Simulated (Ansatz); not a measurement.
Mg:
```yaml
crystal:
  lattice:
    - [5.75135, 0.00000, 0.00000]
    - [-2.87567, 4.98081, 0.00000]
    - [0.00000, 0.00000, 5.68227]
  atoms:
    - { symbol: Mg, position: [0.00000, 0.00000, 0.25408] }
    - { symbol: Mg, position: [0.00000, 0.00000, 0.74592] }
    - { symbol: Mg, position: [0.33333, 0.66667, 0.50000] }
    - { symbol: Mg, position: [0.66667, 0.33333, 0.50000] }
    - { symbol: Mg, position: [0.00000, 0.50000, 0.00000] }
    - { symbol: Mg, position: [0.50000, 0.00000, 0.00000] }
    - { symbol: Mg, position: [0.50000, 0.50000, 0.00000] }
```

Relaxed with PBEsol. Special points in fractions of this cell's reciprocal vectors: Γ (0.000, 0.000, 0.000); M (0.500, 0.000, 0.000); K (0.333, 0.333, 0.000); A (0.000, 0.000, 0.500); L (0.500, 0.000, 0.500); H (0.333, 0.333, 0.500).

Q: List the band energies nearest the Fermi level at these points for PBEsol (plane waves, PAW; program Ansatz).

A: In eV from the Fermi level; about four levels below and three above (degenerate sets whole), none deeper than 8.9 eV; points with the same levels are listed once.

```json
[
 {"k": "Γ", "below": "-1.18 -1.18 -0.89 -0.71 -0.71", "above": "2.83 3.02 3.19 3.19"},
 {"k": "M", "below": "-1.07 -1.02 -0.66 -0.61", "above": "1.89 1.90 1.96"},
 {"k": "K", "below": "-0.55 -0.55 -0.17 -0.17", "above": "0.09 0.64 0.64"},
 {"k": "A", "below": "-0.96 -0.51 -0.51 -0.15", "above": "0.34 0.34 0.47 0.47"},
 {"k": "L", "below": "-1.85 -1.52 -1.01 -0.86", "above": "3.28 3.60 3.91"},
 {"k": "H", "below": "-4.08 -4.08 -4.08 -3.36 -3.36 -3.36", "above": "1.15 1.15 2.20"}
]
```

Space group P6/mmm. The start of the workflow was typed in or built on a structure type; the Crystallography Open Database copy checked does not list it. It is not the phase usual at ambient conditions (space group No. 194). Symmetry was held in the PBEsol relaxation; whether a distortion lowers the energy is not shown.

Potentials: the earlier of the program's two PAW sets. The files were generated under PBE; for other functionals the program regenerates the frozen cores, and for LDA and PBEsol the local potential too.
